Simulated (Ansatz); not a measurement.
Input file for Ansatz (a quantum-chemistry and plane-wave program):

Ansatz 0.2 input:
```yaml
crystal:
  lattice:
    - [0.0, 4.715466032, 4.715466032]
    - [4.715466032, 0.0, 4.715466032]
    - [4.715466032, 4.715466032, 0.0]
  atoms:
    - { symbol: Cs, position: [0.75, 0.75, 0.75] }
    - { symbol: Cs, position: [0.25, 0.25, 0.25] }
    - { symbol: Rb, position: [0.5, 0.5, 0.5] }
    - { symbol: As, position: [0.0, 0.0, 0.0] }
    - { symbol: F, position: [0.7819081499, 0.2180918501, 0.2180918501] }
    - { symbol: F, position: [0.2180918501, 0.7819081499, 0.7819081499] }
    - { symbol: F, position: [0.2180918501, 0.7819081499, 0.2180918501] }
    - { symbol: F, position: [0.7819081499, 0.2180918501, 0.7819081499] }
    - { symbol: F, position: [0.2180918501, 0.2180918501, 0.7819081499] }
    - { symbol: F, position: [0.7819081499, 0.7819081499, 0.2180918501] }
kpoints:
  mp_grid: { grid: [5, 5, 5] }
hamiltonian:
  xc: r2scan
  pseudopotentials: { kind: paw }
scf:
  occupations: { method: fixed }
checkpoint: { read: static.run }
output: { bader: true, populations: true }
```

Output (shortened):

```
Pseudopotential: Cs, paw, valence charge 9
Pseudopotential: Rb, paw, valence charge 9
Pseudopotential: As, paw, valence charge 15
Pseudopotential: F, paw, valence charge 7
Functional definition: r2SCAN
Crystal: 10 atoms, lattice volume = 209.703 Å³
Basis set: ecut = 500 eV, 5209 PW (Γ), exchange–correlation on 200×200×200 points (64 copies of the dense FFT grid, shifted against one another)
Bands: 52, of which v1, the nominal top of the filled ones, is band 42 counted from 1 (41 counted from 0)
Symmetry: 48 space group operations
Space group: Fm-3m (ITA 225), of the structure as read, at distance tolerance 5.9e-5 Å
k-points: 10 of 125
Stability of the state it starts from, as read at its close in the unpolarized treatment …
iter 1 solved again at ethr=3.21e-8 eV; its pass at ethr=3.10e-3 eV (dr2=2.69e-5 eV) is discarded
SCF iter   1: F=—  HF=-24382.267828 eV  |F-HF|=—  |Δ(HF+E_count)|=         —  Δρ=3.69e-7  dr2=2.12e-10  dr2_τ=1.57e-11  ethr=3.21e-8  ⟨swp⟩=3.7  Hψ=3373  notcnv=0  defer=78
preconditioner: auto → Resta (q_TF=auto, 2.342 Å⁻¹)
SCF iter   2: F=-24382.267828 eV  HF=-24382.267828 eV  |F-HF|=5.09e-11  |Δ(HF+E_count)|=  9.97e-10  Δρ=2.66e-7  dr2=7.37e-11  dr2_τ=2.09e-11  ethr=1.00e-12  ⟨swp⟩=14.6  Hψ=3156  notcnv=0
SCF 1 converged in 2 iterations: F = -24382.267828 eV  dr2 = 7.37e-11
SCF converged after 2 iterations
Free energy (F): -24382.267828 eV
Harris-Foulkes:  -24382.267828 eV  (|F-HF|=5.09e-11)
Internal energy: -24382.267828 eV  (E = F + TS)
E sigma→0 (E₀):  -24382.267828 eV
Fermi energy:    4.150694 eV
--- Per-component energies (eV) ---
  E_band       = -726.021892
  E_kinetic    = 1828.090768
  E_local      = -7900.724601  (includes V_loc(G=0)·N_el)
  E_nonlocal   = -3.062359
  E_hartree    = 3376.030150
  E_xc         = -1002.772897
  E_vxc        = -1214.787137  (∫ρ·V_xc dr)
  E_paw        = -15882.808448  (= ΣΔE_a)
  E_vpaw       = -266.636768  (= ΣTr[D̂ρ^β])
  E_aug_tail   = 0.006172  (compensation charges beyond the density's cutoff)
  E_vtau       = 79.032431  (kinetic-family band-sum trace: ∫τ·v_τ [+ j·A + Jᵃ·Aᵃ] dr)
  E_ewald      = -4795.333687
  E_core_change = -1.692926  (= ΣΔE_core)
  E_smearing   =  0.000000  (= −TS)
  E_closure    = 0.000000  (closes the sum)
  Σ components = -24382.267828   (vs F -24382.267828, Δ=0.00e0)
  [band-id]    e_kinetic+e_local+e_nonlocal+2·e_hartree+e_vxc+e_vpaw+e_augmentation_tail+e_vtau = -726.021194   (vs E_band -726.021892, Δ=6.97e-4)
--- Band table (eV; the first three rows and the last of 10) ---
  k-point 0: bands = ["-32.5459", "-32.5459", "-32.5295", "-32.5295", "-32.5295", "-21.5051", "-19.5322", "-19.1773", "-19.1773", "-19.1773", "-18.9803", "-18.9803", "-16.7387", "-16.7294", "-6.0759", "-5.2424", "-5.2424", "-5.2424", "-3.5281", "-3.5281", …
  k-point 1: bands = ["-32.5459", "-32.5459", "-32.5295", "-32.5295", "-32.5295", "-21.5025", "-19.5521", "-19.1736", "-19.1736", "-19.1573", "-18.9846", "-18.9846", "-16.7408", "-16.7338", "-6.1923", "-5.2250", "-5.2250", "-5.0581", "-3.4835", "-3.4835", …
  k-point 2: bands = ["-32.5459", "-32.5459", "-32.5295", "-32.5295", "-32.5295", "-21.4982", "-19.5804", "-19.1671", "-19.1671", "-19.1286", "-18.9919", "-18.9919", "-16.7438", "-16.7410", "-6.3284", "-5.1961", "-5.1961", "-4.8035", "-3.3811", "-3.3811", …
  k-point 9: bands = ["-32.5459", "-32.5459", "-32.5295", "-32.5295", "-32.5295", "-21.4960", "-19.5732", "-19.1822", "-19.1776", "-19.1535", "-18.9879", "-18.9531", "-16.7460", "-16.7452", "-6.2102", "-5.2195", "-5.1983", "-5.0052", "-3.3899", "-3.3224", …
--- Löwdin populations: 10 sites ---
  site symbol       q [e]
     0     Cs      8.1057
     1     Cs      8.1057
     2     Rb      8.1651
     3     As     13.4990
     4      F      7.6318
     5      F      7.6318
     6      F      7.6318
     7      F      7.6318
     8      F      7.6318
     9      F      7.6318
  spilling = 0.003974 (of n_electrons = 84.000000)
--- Bader charges: 10 sites ---
  site symbol  charge [e]  shift [e]
     0     Cs      0.9266     0.0000
     1     Cs      0.9266     0.0000
     2     Rb      0.8952     0.0000
     3     As      2.0166     0.0022
     4      F     -0.7942     0.0004
     5      F     -0.7942     0.0004
     6      F     -0.7942     0.0004
     7      F     -0.7942     0.0004
     8      F     -0.7942     0.0004
     9      F     -0.7942     0.0004
  shift: an alarm, by how much a part of what the PAW files miss would move the charge. Where it is large, compare
  with a run on PAW files of another source; a small one proves nothing
  estimated error of the sums over rays = 1.3e-4 e
```

Cost: very roughly 3 core-minutes on shared cores.

The workflow started from a Materials Project entry (that database holds measured and hypothetical structures alike); the Crystallography Open Database copy checked does not list it. Whether it is the stable phase at ambient conditions was not checked. The r²SCAN relaxation kept the symmetry of its start; its stability against distortions is not shown here. Scalar-relativistic: spin–orbit coupling is off unless named, which matters more the heavier the elements.

Potentials: the later of the program's two PAW sets.

Ansatz is a plane-wave DFT program.
